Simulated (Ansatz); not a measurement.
Relax this structure to zero stress and force, keeping its symmetry:

```cif
data_structure
_symmetry_space_group_name_H-M 'P 1'
_symmetry_Int_Tables_number 1
_cell_length_a 4.1555
_cell_length_b 4.1555
_cell_length_c 4.1555
_cell_angle_alpha 90.000
_cell_angle_beta 90.000
_cell_angle_gamma 90.000
_cell_volume 71.76
loop_
_atom_site_label
_atom_site_type_symbol
_atom_site_fract_x
_atom_site_fract_y
_atom_site_fract_z
_atom_site_occupancy
Hf1 Hf 0.50000 0.50000 0.50000 1
Pb1 Pb 0.00000 0.00000 0.00000 1
O1 O 0.00000 0.50000 0.50000 1
O2 O 0.50000 0.00000 0.50000 1
O3 O 0.50000 0.50000 0.00000 1
```

Method: DFT r2SCAN, scalar-relativistic, plane waves, PAW in Ansatz.

Settings: cutoff 500 eV, Γ-centred mesh 6×6×6 on the computed 5-atom cell, Gaussian smearing of 0.02 eV; no spin polarisation.

**Question.** What does it relax to?

**Answer.** The volume goes down by 0.24 Å³/atom to 14.11 Å³/atom, and the energy falls by 2.2 meV/atom. Final structure:
```xyz
5
Lattice="4.1323 0.0000 0.0000 0.0000 4.1323 0.0000 0.0000 0.0000 4.1323" Properties=species:S:1:pos:R:3 pbc="T T T"
Hf    2.0662    2.0662    2.0662
Pb    0.0000    0.0000    0.0000
O     0.0000    2.0662    2.0662
O     2.0662    0.0000    2.0662
O     2.0662    2.0662    0.0000
```

Spin–orbit coupling is left out, which can shift energies with elements as heavy as these.

Symmetry holds off the tilts and polar distortions that many cubic perovskites undergo.

Cost: 1 run of about 1 core-minutes, on Intel Xeon Processor @ 2.50GHz (Skylake/Cascade Lake) (shared hosts).